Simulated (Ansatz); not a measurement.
ZnSe:
Space group F-43m (No. 216); a = 5.6653 Å, b = 5.6653 Å, c = 5.6653 Å, α = 90.00°, β = 90.00°, γ = 90.00°

```
atom  site  symmetry       x       y       z
----  ----  --------  ------  ------  ------
Se      4c      -43m  0.2500  0.2500  0.2500
Zn      4a      -43m  0.0000  0.0000  0.0000
```
(The calculation used a cell of 2 atoms; values per cell refer to that cell.)

Relaxed with r²SCAN.

### Question
Give the optical modes at the zone centre with their infrared and Raman activity from DFPT, r²SCAN in the plane-wave PAW code Ansatz.

### Answer
Transverse frequencies, without the LO–TO term; a row sums one degenerate level.

| ω (cm⁻¹) | degeneracy | IR ((D/Å)²/amu) | Raman (Å⁴/amu) | activity | symmetry |
|---|---|---|---|---|---|
| 204 | 3 | 8.17 | 1.3 | IR+Raman | T2 |

### Question
How high does the top mode go among those that the LO–TO term moves?

### Answer
248 cm⁻¹ for q along x.

The cell was relaxed with r²SCAN under the symmetry of its start; phonons on a q-mesh show no instability.

Potentials: the later of the program's two PAW sets.
